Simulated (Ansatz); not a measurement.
Si3N4: a ladder of calculations

Cell of run 1: an entry of the Crystallography Open Database (COD), atoms as given.

Space group P6_3/m (No. 176); a = 7.6140, c = 2.9123 Å, γ = 120.00°.

```csv
site,Wyckoff,site symmetry,x,y,z
Si,6h,m..,0.1799,0.7733,0.2500
N7,2c,-6..,0.3333,0.6667,0.2500
N9,6h,m..,0.3356,0.0330,0.2500
```

One atom of each set is listed.

Relaxed positions (PBE, cell held):

Si (0.1740, 0.7679, 0.2500)
N7 (0.3333, 0.6667, 0.2500)
N9 (0.3298, 0.0299, 0.2500)

All runs are DFT with Ansatz 0.2.0 (plane waves and PAW, scalar-relativistic unless spin–orbit coupling is named, Γ-centred meshes, Fermi–Dirac smearing where given) in this cell.

Run 1: PBE, gradients read without the response of the cores, atoms as given; 420 eV, 4×4×9 k-points, smearing 0.02 eV.
Run 2: PBE, gradients read without the response of the cores, atoms relaxed; 420 eV, 4×4×9 k-points, smearing 0.02 eV.
Run 3: r2SCAN, gradients read without the response of the cores, at the relaxed atoms; 500 eV, 4×4×9 k-points, smearing 0.02 eV.

```
run   Si V_zz (η)   N7 V_zz (η)   N9 V_zz (η)
  1  -0.81 (0.24)  -5.05 (0.00)  -5.23 (0.05)
  2             ?             ?             ?
  3   0.90 (0.24)  -5.23 (0.00)  -5.20 (0.08)
```

V_zz in 10²¹ V/m².

Problem. Estimate the row of run 2.

Solution. Si: 0.90 (0.27); N7: -5.13 (0.00); N9: -5.19 (0.07). It lies nearest to run 3, from whose tensors on these sites it differs by 0.10 at most (largest principal value of the difference, on N7). Taken one at a time, the positions of the atoms (as given or relaxed) move the tensors on these sites by up to 0.74 (largest principal value of the change, on Si), the functional (r2SCAN with its higher cutoff) by 0.10 (N7). On some sites the largest principal value moves to another axis from run to run, and the sign of V_zz can flip with it.

In run 1 the atoms aren't at the calculated equilibrium (largest force 0.54 eV/Å).
